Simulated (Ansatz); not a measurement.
Rb$_{2}$SnHgTe$_{4}$ in space group I-42m (No. 121; Rb on 4c, Sn on 2b, Hg on 2a, Te on 8i) under volume change, r²SCAN in the plane-wave PAW code Ansatz, shape and atoms relaxed at each volume.

```
V (Å³/atom)  E − E(relaxed) (meV/atom)  P (GPa)
-----------  -------------------------  -------
34.035                            19.5     2.07
35.157                             8.1     1.24
36.279                             1.9     0.55
37.401                             0.0     0.00
38.523                             1.7    -0.47
39.645                             6.2    -0.84
40.767                            13.2    -1.16
```

### Question
What does a third-order Birch–Murnaghan fit give for V₀, B₀ and B′?

### Answer
V₀ = 37.38 Å³/atom, B₀ = 17.0 GPa, B′ = 5.6.

The first step of the workflow began from a Materials Project structure, measured or hypothetical; the Crystallography Open Database files this formula in space group No. 121, but the cells were not matched. Its standing as an ambient phase is unchecked. The cell was relaxed with r²SCAN under the symmetry of its start; its stability against distortions is not shown here. Spin–orbit coupling is left out wherever it is not named.

Potentials: the later of the program's two PAW sets.
